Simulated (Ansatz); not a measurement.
# K2Ir (fluorite type) from its elements: all-electron against pseudopotential results

```
Ir K
1.0
     0.00000    3.79161    3.79161
     3.79161    0.00000    3.79161
     3.79161    3.79161    0.00000
Ir K
1 2
Direct
  0.00000 0.00000 0.00000
  0.25000 0.25000 0.25000
  0.75000 0.75000 0.75000
```

The cell comes from a relaxation on PAW files under the same functional, begun from a prototype that needn't be the stable phase.

All numbers are PBEsol results (scalar-relativistic) from Ansatz 0.2.0, with a Γ-centred 8×8×8 k mesh, Fermi–Dirac smearing of 0.05 eV, no spin polarisation. Methods: LAPW: all electrons, basis error target 0.5 meV/atom; PAW: frozen-core files, cutoff 420 eV; crystal datasets: all electrons, by PAW datasets that the program makes for each cell.

The elements are taken as Ir fcc, K bcc, each relaxed on PAW files under the same functional and computed by the same method as the compound; zero-point and thermal terms are left out.

Spin–orbit coupling is left out, which matters for the heavy atoms. The PAW files were made under PBE.

Problem. What is the formation energy by LAPW, and how far do the other methods lie from it?

Solution. 1.252 eV/atom; PAW -0.1 meV/atom; crystal datasets -0.1 meV/atom. The compound is unstable against these elements; other compounds of the system weren't compared.

Problem. Give the LAPW value for one formula unit in kJ/mol.

Solution. 1.252 eV/atom × 3 atoms × 96.485 kJ/(mol·eV) = 362.4 kJ/mol, at zero temperature and without zero-point motion.

Problem. What Bader charges does the PAW density give?

Solution. Ir1 -1.35 e, K2 +0.68 e.
